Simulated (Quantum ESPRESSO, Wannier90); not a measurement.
**Tight-binding from DFT: SnPbS2 (R-3m)**

```
begin unit_cell_cart
ang
   -2.0964350141    3.6311319592    0.0000000000
   -4.1928700282    0.0000000000    0.0000000000
   -2.0964350141    1.2103773197    6.8533200000
end unit_cell_cart
begin atoms_frac
Sn   0.5000000000  0.5000000000  0.5000000000
Pb   0.0000000000  0.0000000000  0.0000000000
S   -0.2472090000 -0.2472090000 -0.2583730000
S    0.2472090000  0.2472090000  0.2583730000
end atoms_frac
```

Structure: Materials Project mp-1218952, symmetrised, not relaxed again. Not found in the COD (Crystallography Open Database) copy used; not checked further. Method: PBEsol plane waves in Quantum ESPRESSO 7.5 (PseudoDojo norm-conserving files, 58 Ry, spinors with spin-orbit coupling), Bloch states on a 6×6×6 mesh through Γ, Wannier90 4.0.1. Density: 8×8×8 mesh, Gaussian smearing 0.01 Ry. With spin-orbit coupling a semilocal functional can close or falsely invert a small gap; the band order was not checked against a better method. The gap is small at this level and was sampled on the meshes and a path alone.

A tight-binding model is made by disentanglement and projection with no localisation steps (num_iter = 0), so the 32 orbitals stay atom-like: hydrogen-like Sn: s;p; Pb: s;p; S: s;p, axes along x, y, z; frozen window up to 1.74 eV relative to the valence-band maximum. It follows pw.x to 2.2 meV rms for states up to 1.2 eV relative to the valence-band maximum. Matrix elements depend on this choice of orbitals and windows.

Problem. What are the on-site energies relative to the valence-band maximum, and how fast do the hoppings decay?

Solution. 
```tsv
atom	orbitals	energy (eV)
Sn1	s↑ s↓	-5.26
Sn1	pz↑ pz↓	1.72
Sn1	px↑ px↓ py↑ py↓	1.80
Pb2	s↑ s↓	-6.92
Pb2	pz↑ pz↓	1.89
Pb2	px↑ px↓ py↑ py↓	1.80
S3	s↑ s↓	-11.69
S3	pz↑ pz↓ px↑ px↓ py↑ py↓	-1.70
S4	s↑ s↓	-11.69
S4	pz↑ pz↓ px↑ px↓ py↑ py↓	-1.70
```

```csv
distance of the centres (Å),largest modulus (eV)
2–3,1.2
3–4,1.0
4–5,0.44
5–6,0.26
6–7,0.064
7–8,0.0080
8–9,0.039
9–10,0.023
```

Effective spin-orbit constants λ of λ L·S, from the same-site elements px↑–py↑ (λ/2) and dx2-y2↑–dxy↑ (λ), where they are among the larger elements: Pb2 p 1.3 eV.
